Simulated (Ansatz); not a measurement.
This cell of HfO$_{2}$ (tetragonal-ZrO2 type, space group P4_2/nmc) is off equilibrium:

```xyz
12
Lattice="7.2089 0.0000 0.0000 3.6044 3.6044 0.0000 0.0000 0.0000 5.2643" Properties=species:S:1:pos:R:3 pbc="T T T"
Hf     0.0000     0.0000     0.0000
Hf     3.6044     0.0000     0.0000
Hf     9.0111     1.8022     2.6321
Hf     5.4066     1.8022     2.6321
O      7.1944     1.8596     1.0173
O      3.6189     1.7449     1.0173
O      7.2158     1.6824     3.6494
O      3.5975     1.9220     3.6494
O      1.6824     0.0069     1.6149
O      5.5264    -0.0069     1.6149
O      1.8596    -0.0144     4.2470
O      5.3493     0.0144     4.2470
```

Computed with PBE (plane waves to 420 eV, PAW, scalar-relativistic; Ansatz, a first-principles code). k mesh 9×9×6 (Γ-centred), Fermi-Dirac smearing 0.05 eV. Stress and pressure are positive under compression. HfO2 is run without spin polarisation. HfO2 was relaxed with its symmetry unable to fall. Spin-orbit coupling is left out, though Hf is heavy. This is a high-temperature form of HfO2.

**Question.** Predict the force on every atom, in eV/Å.

**Answer.** 
| atom | Fx | Fy | Fz |
|---|---|---|---|
| Hf1 | 0.000 | 0.000 | 0.000 |
| Hf2 | 0.000 | 0.000 | 0.000 |
| Hf3 | 0.000 | 0.000 | 0.000 |
| Hf4 | 0.000 | 0.000 | 0.000 |
| O5 | 0.026 | -0.136 | 0.166 |
| O6 | -0.026 | 0.136 | 0.166 |
| O7 | -0.012 | 0.251 | -0.014 |
| O8 | 0.012 | -0.251 | -0.014 |
| O9 | 0.251 | -0.012 | 0.014 |
| O10 | -0.251 | 0.012 | 0.014 |
| O11 | -0.136 | 0.026 | -0.166 |
| O12 | 0.136 | -0.026 | -0.166 |

**Question.** Give the stress tensor in GPa and the pressure.

**Answer.** 
```
   0.72    -0.04     0.00
  -0.04     0.72     0.00
   0.00     0.00    -0.18
```
The pressure, a third of the trace, is 0.42 GPa.

(A displaced cell: forces are minus the slopes of the energy, force constants its curvatures, and phonons follow from these.)
